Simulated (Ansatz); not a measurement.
**Br under strains and displacements**

Level of theory: Ansatz, DFT PBEsol, scalar-relativistic, plane waves, PAW.

Settings: cutoff 420 eV, Γ-centred mesh 20×20×20 on the computed 1-atom cell, Gaussian smearing of 0.10 eV; no spin polarisation.

Reference cell:

```xyz
1
Lattice="-1.4235 1.4235 3.5775 1.4235 -1.4235 3.5775 1.4235 1.4235 -3.5775" Properties=species:S:1:pos:R:3 pbc="T T T"
Br    0.0000    0.0000    0.0000
```

Each variant moves atoms of this cell by the vectors given, if any (Å), and then applies a symmetric strain (tensor components, Cartesian axes). The reference cell isn't relaxed at this level. Energies are per atom at zero smearing, counted from the lowest variant. Pressure is positive in compression.

1. strain (xx yy zz yz xz xy, %) 4.96 4.96 -1.04 0.00 0.00 0.00
2. strain (xx yy zz yz xz xy, %) 1.32 1.32 2.82 0.00 0.00 0.00
3. strain (xx yy zz yz xz xy, %) -0.80 -0.80 8.20 0.00 0.00 0.00

```json
{"variant": "1", "ΔE (meV/atom)": "90.0", "P (GPa)": "-4.56", "largest force (eV/Å)": "0.00", "gap on mesh (eV)": "0", "space group": "I4/mmm"}
{"variant": "2", "ΔE (meV/atom)": "?", "P (GPa)": "?", "largest force (eV/Å)": "?", "gap on mesh (eV)": "?", "space group": "?"}
{"variant": "3", "ΔE (meV/atom)": "0.0", "P (GPa)": "-0.45", "largest force (eV/Å)": "0.00", "gap on mesh (eV)": "0", "space group": "I4/mmm"}
```

Q: Give the withheld rows.

A:
```json
{"variant": "2", "ΔE (meV/atom)": "15.2", "P (GPa)": "-2.36", "largest force (eV/Å)": "0.00", "gap on mesh (eV)": "0", "space group": "I4/mmm"}
```

Each cell of Br holds layers, and where no dispersion correction was added their binding is poorly described. Spin polarisation was left out, and a magnetic state may lie lower.

This form isn't the element's structure at ambient conditions.